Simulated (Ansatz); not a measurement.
ZrIn:
```cif
data_InZr
_chemical_formula_sum 'Zr1 In1'
_space_group_name_H-M_alt 'P4/mmm'
_space_group_IT_number 123
_space_group_name_Hall '-P 4 2'
_cell_length_a 3.15161
_cell_length_b 3.15161
_cell_length_c 4.42046
_cell_angle_alpha 90.000
_cell_angle_beta 90.000
_cell_angle_gamma 90.000
loop_
_atom_site_label
_atom_site_type_symbol
_atom_site_symmetry_multiplicity
_atom_site_Wyckoff_symbol
_atom_site_fract_x
_atom_site_fract_y
_atom_site_fract_z
_atom_site_occupancy
Zr1 Zr 1 a 0.00000 0.00000 0.00000 1
In1 In 1 d 0.50000 0.50000 0.50000 1
```

Relaxed with r²SCAN.

Task: Which orbitals make up the states near the Fermi level in the program Ansatz at the r²SCAN level (PAW)?

Result: Within 0.5 eV of the Fermi level: Zr 4d 78 %, In 5p 15 %. Projections are on Löwdin-orthogonalised atomic valence shells; empty p or d shells of many metals are not among them.

Task: Tabulate the density of states.

Result: States/eV per cell of 2 atoms, in 0.25 eV bins, energy from the Fermi level.

| E (eV) | total | Zr 4d | In 5p | In 5s |
|---|---|---|---|---|
| -7.85 | 0.41 | 0.02 | 0.09 | 0.22 |
| -7.60 | 0.43 | 0.03 | 0.11 | 0.22 |
| -7.35 | 0.43 | 0.04 | 0.12 | 0.21 |
| -7.10 | 0.44 | 0.05 | 0.13 | 0.20 |
| -6.85 | 0.45 | 0.06 | 0.13 | 0.20 |
| -6.60 | 0.46 | 0.07 | 0.13 | 0.20 |
| -6.35 | 0.47 | 0.08 | 0.13 | 0.21 |
| -6.10 | 0.51 | 0.11 | 0.13 | 0.23 |
| -5.85 | 0.60 | 0.16 | 0.13 | 0.28 |
| -5.60 | 0.58 | 0.14 | 0.12 | 0.28 |
| -5.35 | 0.48 | 0.12 | 0.11 | 0.24 |
| -5.10 | 0.40 | 0.10 | 0.10 | 0.17 |
| -4.85 | 0.36 | 0.10 | 0.10 | 0.13 |
| -4.60 | 0.35 | 0.10 | 0.11 | 0.10 |
| -4.35 | 0.38 | 0.11 | 0.13 | 0.09 |
| -4.10 | 0.43 | 0.14 | 0.15 | 0.08 |
| -3.85 | 0.42 | 0.12 | 0.18 | 0.06 |
| -3.60 | 0.44 | 0.11 | 0.21 | 0.04 |
| -3.35 | 0.51 | 0.12 | 0.26 | 0.04 |
| -3.10 | 0.64 | 0.16 | 0.34 | 0.04 |
| -2.85 | 1.12 | 0.36 | 0.57 | 0.04 |
| -2.60 | 1.55 | 0.63 | 0.72 | 0.05 |
| -2.35 | 1.37 | 0.63 | 0.59 | 0.04 |
| -2.10 | 1.21 | 0.61 | 0.49 | 0.03 |
| -1.85 | 1.72 | 0.88 | 0.71 | 0.04 |
| -1.60 | 2.03 | 0.96 | 0.89 | 0.06 |
| -1.35 | 1.13 | 0.60 | 0.44 | 0.03 |
| -1.10 | 1.32 | 0.95 | 0.31 | 0.03 |
| -0.85 | 1.68 | 1.28 | 0.31 | 0.03 |
| -0.60 | 1.84 | 1.48 | 0.27 | 0.01 |
| -0.35 | 1.56 | 1.22 | 0.25 | 0.01 |
| -0.10 | 1.24 | 0.97 | 0.19 | 0.02 |
| 0.15 | 1.10 | 0.86 | 0.16 | 0.03 |
| 0.40 | 0.97 | 0.75 | 0.13 | 0.03 |
| 0.65 | 0.79 | 0.60 | 0.09 | 0.04 |
| 0.90 | 0.96 | 0.72 | 0.10 | 0.05 |
| 1.15 | 1.35 | 1.07 | 0.13 | 0.04 |
| 1.40 | 1.54 | 1.20 | 0.18 | 0.05 |
| 1.65 | 1.76 | 1.39 | 0.19 | 0.05 |
| 1.90 | 2.02 | 1.62 | 0.20 | 0.06 |
| 2.15 | 2.62 | 2.12 | 0.25 | 0.07 |
| 2.40 | 2.48 | 2.01 | 0.25 | 0.07 |
| 2.65 | 2.53 | 2.05 | 0.26 | 0.08 |
| 2.90 | 1.69 | 1.29 | 0.22 | 0.07 |
| 3.15 | 1.78 | 1.37 | 0.22 | 0.08 |
| 3.40 | 1.30 | 0.84 | 0.23 | 0.12 |
| 3.65 | 1.27 | 0.73 | 0.24 | 0.16 |
| 3.90 | 1.41 | 0.79 | 0.28 | 0.19 |
| 4.15 | 1.51 | 0.80 | 0.28 | 0.25 |
| 4.40 | 1.59 | 0.80 | 0.27 | 0.32 |
| 4.65 | 1.84 | 0.85 | 0.34 | 0.41 |

The workflow started from a Materials Project entry (that database holds measured and hypothetical structures alike); the Crystallography Open Database copy checked does not list it. With Zr and In taken as one species the cell has the higher symmetry Fm-3m, so it may be an ordered model of a mixed-site phase. Its standing as an ambient phase is unchecked. Symmetry was held in the r²SCAN relaxation; whether a distortion lowers the energy is not shown. The run is not spin-polarised. Spin–orbit coupling is left out wherever it is not named.

Potentials: the later of the program's two PAW sets.
